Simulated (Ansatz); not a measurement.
Here is the system:

GaBi:
Space group Fm-3m (No. 225); a = b = c = 5.998 Å, α = β = γ = 90.00°

| atom | site | symmetry | x | y | z |
|---|---|---|---|---|---|
| Ga | 4a | m-3m | 0.0000 | 0.0000 | 0.0000 |
| Bi | 4b | m-3m | 0.5000 | 0.5000 | 0.5000 |
(The calculation used a cell of 2 atoms; values per cell refer to that cell.)

This is the PBE-relaxed structure.

### Question
All from plane-wave PAW PBE (Ansatz code), unless another level is named. Estimate the formation energy from the elements (no fitted shifts).

### Answer
0.12 eV/atom.

### Question
Predict the density of states at the Fermi level.

### Answer
0.60 states/eV per atom (mean over ±0.08 eV).

The cell is a constructed one: a structure type filled with these elements; neither database checked (COD, Materials Project) lists it. Its standing as an ambient phase is unchecked. The cell was relaxed with PBE under the symmetry of its start; whether a distortion lowers the energy is not shown. The references are the lowest solids computed at this level, not always the standard phases. Spin–orbit coupling is left out wherever it is not named.

Potentials: the later of the program's two PAW sets.
